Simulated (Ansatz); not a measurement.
Computed with DFT PBE, scalar-relativistic, plane waves, PAW (Ansatz). All cells share a 420 eV cutoff and Γ-centred k meshes spaced at most about 0.3 Å⁻¹ (about 0.25 or finer for metals, 2π included). No spin polarisation in the final relaxations.

All energies are static (0 K, no zero-point motion).

Two forms of In3Cu were relaxed alike.

A.

```
In Cu
1.0
     4.49762    0.00000    0.00000
     0.00000    4.49762    0.00000
     0.00000    0.00000    4.49762
In Cu
3 1
Direct
  0.00000 0.50000 0.50000
  0.50000 0.00000 0.50000
  0.50000 0.50000 0.00000
  0.00000 0.00000 0.00000
```

B.

```
In Cu
1.0
    -2.93673    2.93673    2.93673
     2.93673   -2.93673    2.93673
     2.93673    2.93673   -2.93673
In Cu
3 1
Cartesian
  2.9367 0.0000 0.0000
  0.0000 2.9367 0.0000
  0.0000 0.0000 2.9367
  0.0000 0.0000 0.0000
```

Question: Which form is favoured at zero pressure, and by what margin per atom?

Answer: A is lower, by 101 meV/atom. A has the Cu3Au (L1_2) type, space group Pm-3m (No. 221), 22.7 Å³/atom and no gap on its mesh; B has space group Im-3m (No. 229), 25.3 Å³/atom and no gap. Counting all near atoms (those within 1.25 times the shortest distance at each site), A has In 12, Cu 12 and B has In 6, Cu 6. The denser one is the lower, and pressure would at first widen the difference. Even the lower one lies +0.17 eV/atom against the reference forms of the elements (uncorrected), so neither is stable at this level. Origin: A is a Materials Project cell, relaxed; B was invented. A third cell relaxed alike, in P6_3/mmc (a Materials Project cell), lies 18 meV/atom below the lower of the two.

Cells relaxed within their symmetry can be saddle points.
